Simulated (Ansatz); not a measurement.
## Ge (Ia-3), an elastic constant from a strain scan

All numbers below come from DFT r2SCAN, scalar-relativistic, plane waves, PAW in Ansatz 0.2.0. Cutoff 500 eV, Γ-centred 8×8×8 k-points, Gaussian smearing of 0.15 eV. No spin polarisation. Energies are free energies at this smearing, counted from the undisturbed cell; pressure is positive in compression.

Zero of the scan (relaxed at this level; this form isn't the usual structure):

```xyz
8
Lattice="-3.4842 3.4842 3.4842 3.4842 -3.4842 3.4842 3.4842 3.4842 -3.4842" Properties=species:S:1:pos:R:3 pbc="T T T"
Ge    1.0414    4.5256   -1.0414
Ge   -1.0414    1.0414    4.5256
Ge    4.5256   -1.0414    1.0414
Ge    2.4428    2.4428    2.4428
Ge   -1.0414    2.4428    1.0414
Ge    1.0414   -1.0414    2.4428
Ge    2.4428    1.0414   -1.0414
Ge    1.0414    1.0414    1.0414
```

The cell is strained by ε times the Voigt pattern (1, -1, 0, 0, 0, 0) (xx, yy, zz, yz, xz, xy; engineering shear) with fractional coordinates fixed. The cell holds 8 atoms in V0 = 169.18 Å³. The stress column is τ = (1/V0) dE/dε, got from the stress tensor σ (compression positive) at each point as −det(1 + εP) σ : P(1 + εP)⁻¹, with P the pattern as a tensor.

```csv
ε,ΔE (meV/atom),τ (GPa)
-0.0600,?,?
-0.0300,14.448,-7.272
0.0000,0.000,0.000
0.0150,3.662,3.712
0.0450,33.240,11.208
```

Which combination of elastic constants does this scan measure, and how large is it?

For small ε, τ = τ0 + Kε with K = pᵀCp, which for this pattern is 2(C11 − C12) in the cubic axes. The parabola through τ at ε = -0.0300, 0 and 0.0150 has slope K = 246 GPa at zero. The energies per cell, E = NΔE, of the same two points give K = 2[E(ε₊)/ε₊ − E(ε₋)/ε₋]/[(ε₊ − ε₋)V0] = 244 GPa, in agreement. These are clamped-ion values.

Predict the withheld row at ε = -0.0600 from the harmonic law, and compare.

ΔE = V0(τ0 ε + Kε²/2)/N = 58.394 meV/atom and τ = -14.75 GPa. The calculation gives 56.419 meV/atom and -13.61 GPa, a miss of 3.4 % of the harmonic energy, so the harmonic law still holds here.

Forces appear on the atoms along this scan, and letting them relax would lower the energy and soften the response. In a metal these slopes depend on the k mesh and the smearing.